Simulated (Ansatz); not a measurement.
A geometry of B away from equilibrium: the start of the relaxation of a relaxed B cell displaced along its unstable phonon at q = (0, 0, ½) of its primitive reciprocal cell (17i cm⁻¹), largest move 0.15 Å. Calculation: r2SCAN (plane waves to 500 eV, PAW, scalar-relativistic; Ansatz, a first-principles code). Γ-centred k-mesh 20×20×3 on the run's cell (coarser than for final values), Fermi–Dirac smearing 0.05 eV.

```xyz
4
Lattice="1.8463 0.0000 0.0000 -0.9232 1.5989 0.0000 0.0000 0.0000 10.6235" Properties=species:S:1:pos:R:3 pbc="T T T"
B      0.0000     0.1500     1.7590
B      0.0000    -0.1500     7.0708
B      0.0000     0.1500     3.5527
B      0.0000    -0.1500     8.8645
```

What forces act on the atoms (eV/Å)?


```tsv
atom	Fx	Fy	Fz
B1	0.00	0.00	0.13
B2	0.00	0.00	0.13
B3	0.00	0.00	-0.13
B4	0.00	0.00	-0.13
```

What is the pressure?

+0.2 GPa, compression positive.

No spin polarisation in the result.

The run could not lose the symmetry of its start: the end is stationary, and may be a saddle point rather than a minimum.

The end of the path is a generated cell of B: the first start was made by placing the elements on the sites of a structure type, and the end was not matched to a known phase here, so it may be hypothetical.
